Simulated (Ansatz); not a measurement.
A geometry of SnO away from equilibrium: step 11 of the relaxation of a relaxed SnO cell, doubled along one cell vector, shaken by Gaussian noise of σ = 0.08 Å a coordinate. The numbers are results of r2SCAN (plane waves to 500 eV, PAW, scalar-relativistic; Ansatz, an electronic-structure program), not measurements. Γ-centred k-mesh 5×5×2 on the run's cell (coarser than for final values), Fermi–Dirac smearing 0.05 eV. The plane waves were selected for a different cell earlier on the path.

```
CELL_PARAMETERS angstrom
      5.12752     0.00696    -0.00131
     -2.55774     4.40599     0.01555
     -0.00297     0.03893    10.90034
ATOMIC_POSITIONS crystal
  Sn 0.38508 0.24312 0.96730
  Sn 0.41376 0.25264 0.46537
  Sn 0.77075 0.14936 0.30420
  Sn 0.75880 0.16358 0.80059
  Sn 0.84110 0.59777 0.13217
  Sn 0.86705 0.62839 0.63507
  O  0.70099 0.73232 0.29042
  O  0.71788 0.76031 0.78773
  O  0.25007 0.95881 0.11941
  O  0.28672 0.97152 0.62074
  O  0.05420 0.29576 0.45376
  O  0.04213 0.31475 0.95232
```

Task: What forces act on the atoms (eV/Å)?

Result: 
```csv
atom,Fx,Fy,Fz
Sn1,-0.34,-0.40,0.17
Sn2,-0.24,-0.08,0.54
Sn3,0.51,-0.14,-0.04
Sn4,0.27,-0.03,0.22
Sn5,0.12,0.63,0.62
Sn6,-0.14,0.43,0.16
O7,0.20,-0.15,-0.43
O8,0.26,-0.19,-0.33
O9,-0.18,0.04,-0.29
O10,-0.16,0.06,-0.24
O11,-0.17,-0.09,-0.23
O12,-0.13,-0.07,-0.16
```

The path ends in P3₁21 (No. 152). No spin polarisation in the result.

The end of the path is a generated cell of SnO: the first start was made by placing the elements on the sites of a structure type, and the end was not matched to a known phase here, so it may be hypothetical. Known forms of SnO include space group No. 129.
